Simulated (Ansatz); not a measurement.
Relaxed-ion elastic tensor of Al (simple cubic, Pm-3m) in GPa (Voigt order), the program Ansatz at the PBE level (PAW); density 2.22 g/cm³, 20.16 Å³ per atom.

```
  142   14.3   14.3    0.0    0.0    0.0
 14.3    142   14.3    0.0    0.0    0.0
 14.3   14.3    142    0.0    0.0    0.0
  0.0    0.0    0.0  -19.9    0.0    0.0
  0.0    0.0    0.0    0.0  -19.9    0.0
  0.0    0.0    0.0    0.0    0.0  -19.9
```

Is the crystal mechanically stable?

No: the smallest eigenvalue of C is -19.9 GPa.

A made-up cell: these elements were put on the sites of a structure type; neither database checked (COD, Materials Project) lists it. It is not the phase usual at ambient conditions (space group No. 225). The cell was relaxed with PBE under the symmetry of its start. At this level the phase is mechanically unstable. As this level gives no gap, shear constants depend on the k-mesh and smearing (Fermi–Dirac, 0.1 eV here).

Potentials: the later of the program's two PAW sets.
